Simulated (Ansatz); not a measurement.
Ansatz 0.2.0, settings compared: InCo$_{2}$Cl$_{6}$

The command:

```bash
ansatz run input.yaml --threads 1 --pin off --max-ram 2560MiB --backend cpu --events-out ev --progress --plain --runs-dir out
```

The input file (Ansatz 0.2.0, plane waves):

```yaml
crystal:
  lattice:
    - [0.0, 5.086743, 5.086743]
    - [5.086743, 0.0, 5.086743]
    - [5.086743, 5.086743, 0.0]
  atoms:
    - { symbol: Co, position: [0.25, 0.25, 0.25] }
    - { symbol: Co, position: [0.75, 0.75, 0.75] }
    - { symbol: In, position: [0.5, 0.5, 0.5] }
    - { symbol: Cl, position: [0.2894, 0.7106, 0.2894] }
    - { symbol: Cl, position: [0.2894, 0.7106, 0.7106] }
    - { symbol: Cl, position: [0.7106, 0.2894, 0.7106] }
    - { symbol: Cl, position: [0.7106, 0.2894, 0.2894] }
    - { symbol: Cl, position: [0.2894, 0.2894, 0.7106] }
    - { symbol: Cl, position: [0.7106, 0.7106, 0.2894] }
  symmetry: { tolerance: 0.0003 }
kpoints:
  mp_grid: { grid: [3, 3, 3], shift: [0, 0, 0] }
magnetization:
  spin_polarized: false
scf:
  occupations: { method: fermi_dirac }
hamiltonian:
  pseudopotentials: { kind: paw }
  xc: r2scan
basis:
  ecutwfc: 500
output:
  forces: true
  stress: true
  eigenvalues: true
  write_density: true
  write_potential: true
  elf: true
  volumetric_format: npy
```

Origin of the cell: a known structure type with other elements, at an estimated volume, so it need not be a known compound.

The smearing width isn't typed, so it takes its default of 0.1 eV.

Output of this run (shortened):

```
SCF iter   1: F=—  HF=-22365.736974 eV  Δρ=1.04e-2  dr2=1.42e-1  dr2_τ=3.62e-1  defer=2
SCF iter   2: F=—  HF=-22365.954799 eV  Δρ=8.18e-3  dr2=1.71e-1  dr2_τ=4.11e-3  defer=4
SCF iter   3: F=—  HF=-22365.974985 eV  Δρ=8.10e-3  dr2=1.37e-1  dr2_τ=5.75e-3  defer=4
SCF iter   4: F=—  HF=-22365.989871 eV  Δρ=5.13e-3  dr2=2.72e-2  dr2_τ=2.38e-3  defer=4
SCF iter   5: F=—  HF=-22366.001920 eV  Δρ=5.71e-3  dr2=7.49e-2  dr2_τ=8.86e-4  defer=4
SCF iter   6: F=—  HF=-22365.998621 eV  Δρ=2.71e-3  dr2=5.75e-3  dr2_τ=3.74e-4  defer=4
SCF iter   7: F=—  HF=-22366.003050 eV  Δρ=9.48e-4  dr2=1.62e-3  dr2_τ=5.09e-5  defer=4
SCF iter   8: F=—  HF=-22366.003208 eV  Δρ=5.29e-4  dr2=5.69e-4  dr2_τ=6.85e-6  defer=4
SCF iter   9: F=—  HF=-22366.003242 eV  Δρ=1.46e-4  dr2=2.46e-5  dr2_τ=1.28e-6  defer=4
SCF iter  10: F=—  HF=-22366.003134 eV  Δρ=5.68e-5  dr2=6.94e-6  dr2_τ=2.27e-7  defer=4
SCF iter  11: F=-22366.003134 eV  HF=-22366.003134 eV  Δρ=5.30e-6  dr2=4.06e-8  dr2_τ=2.85e-9
SCF 1 converged in 11 iterations: F = -22366.003134 eV  dr2 = 4.06e-8
SCF converged after 11 iterations
Free energy (F): -22366.003134 eV
Harris-Foulkes:  -22366.003134 eV  (|F-HF|=1.16e-8)
Internal energy: -22365.042587 eV  (E = F + TS)
E sigma→0 (E₀):  -22365.522860 eV
Entropy (-TS):   -0.960547 eV (-106.727 meV/atom)
Fermi energy:    1.891356 eV
--- Per-component energies (eV) ---
  E_band       = -1329.084916
  E_kinetic    = 2119.169749
  E_local      = -13470.035305  (includes V_loc(G=0)·N_el)
  E_nonlocal   = 1520.507069
  E_hartree    = 5568.940654
  E_xc         = -1127.495787
  E_vxc        = -1354.866048  (∫ρ·V_xc dr)
  E_paw        = -11268.080563  (= ΣΔE_a)
  E_vpaw       = -1359.681816  (= ΣTr[D̂ρ^β])
  E_aug_tail   = 0.000302  (compensation charges beyond the density's cutoff)
  E_vtau       = 77.921090  (kinetic-family band-sum trace: ∫τ·v_τ [+ j·A + Jᵃ·Aᵃ] dr)
  E_ewald      = -5707.605398
  E_core_change = -0.443307  (= ΣΔE_core)
  E_smearing   = -0.960547  (= −TS)
  Σ components = -22366.003134   (vs F -22366.003134, Δ=0.00e0)
--- Forces (eV/Å), atoms counted from 1 ---
  atom   1  Co    -0.000000    -0.000000     0.000000
[… 3 lines left out …]
  atom   5  Cl     7.961061     0.000000    -0.000000
  atom   6  Cl    -0.000000     7.961061    -0.000000
  atom   7  Cl    -7.961061    -0.000000     0.000000
  atom   8  Cl    -0.000000     0.000000    -7.961061
  atom   9  Cl    -0.000000     0.000000     7.961061
  max |Σ_I F_I| component: 2.66e-15 eV/Å
--- Stress (GPa, compression-positive) ---
       15.495096       0.000000      -0.000000
        0.000000      15.495096      -0.000000
        0.000000       0.000000      15.495096
  P = ⅓ Tr σ = 15.4951 GPa (154.951 kbar)
```

The same input was run again with these changes:

1. `basis.xc_grid` default → 2
2. `hamiltonian.hubbard` default → { sites: [{ species: Co, l: d, u_eff: 1.0 }], double_counting: fll }
3. `accuracy` default → high; `scf.mixing.preconditioner` default → none
4. `kpoints.mp_grid.grid` [3, 3, 3] → [4, 4, 4]; `scf.lower_state_search` default → light; `accuracy` default → low

| run | end | SCF iterations | P (GPa) | max force component (eV/Å) | moment (μB) | ΔE(σ→0) (meV/atom) |
| --- | --- | --- | --- | --- | --- | --- |
| base | converged | 11 | 15.50 | 7.961 | – | 0 |
| 1 | converged | 11 | 15.49 | 7.961 | – | 0.02 |
| 2 | converged | 25 | 15.49 | 7.939 | – | – |
| 3 | converged | 17 | 15.50 | 7.961 | – | 0.00 |
| 4 | converged | 12 | 15.49 | 7.962 | – | -0.23 |

Energies are compared only where functional, datasets, charge and starting cell are the same.

Caveats of the base run: no spin polarisation, so a magnetic state may lie lower; the given cell is far from equilibrium, with atoms too close or a volume far off; the k mesh is coarse if the cell is a metal.

The base run took 31 s on 1 thread of Arm Neoverse V1, on a shared host, peak memory 1.2 GiB, from the program's own first density.
